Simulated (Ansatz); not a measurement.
Relaxed MoS$_{2}$ (2H-MoS2 type, space group P6_3/mmc):

```yaml
crystal:
  lattice:
    - [3.14944, 0.00000, 0.00000]
    - [-1.57472, 2.72750, 0.00000]
    - [0.00000, 0.00000, 12.09150]
  atoms:
    - { symbol: Mo, position: [0.33333, 0.66667, 0.25000] }
    - { symbol: Mo, position: [0.66667, 0.33333, 0.75000] }
    - { symbol: S, position: [0.33333, 0.66667, 0.62050] }
    - { symbol: S, position: [0.66667, 0.33333, 0.12050] }
    - { symbol: S, position: [0.66667, 0.33333, 0.37950] }
    - { symbol: S, position: [0.33333, 0.66667, 0.87950] }
```

In each cell atom 6 (S, nearest neighbour Mo at 2.400 Å; its periodic images, 3.1 Å or more away, move with it) moves by s·(0.000, 0.000, 1.000) (along Cartesian z), the rest being held.

These are PBE-D3(BJ) (plane waves to 420 eV, PAW, scalar-relativistic; Ansatz, a quantum-chemistry and plane-wave program) values and carry that method's errors. k mesh 10×10×3 (Γ-centred), Fermi-Dirac smearing 0.05 eV. The energy includes the smearing's −TS. As the smearing reaches across the gap at some points, energies and forces of such displacements shift with the k mesh and the smearing. MoS2 is run without spin polarisation. MoS2 was relaxed with its symmetry unable to fall. The PAW data are Ansatz's earlier set. The zero of ΔE is the undisplaced structure. The last digit holds for this mesh only.

```csv
s (Å),ΔE (meV/cell)
-0.480,2504.3
-0.384,1599.9
-0.288,880.1
-0.192,370.1
-0.096,86.7
0.000,0.0
0.096,75.0
0.192,277.8
0.288,577.1
0.384,945.5
0.480,1359.2
```

What force constant k = d²E/ds² at s = 0 does the table give?

18 eV/Å². It is the second difference of the nearest points, corrected with the next pair.

With k = 17.54 eV/Å² from the forces, is the well harmonic out to s = 0.480 Å?

½ks² = 2021 meV/cell against the computed 1359 meV/cell, so the well is softer than harmonic there.

(A displaced cell: forces are minus the slopes of the energy, force constants its curvatures, and phonons follow from these.)
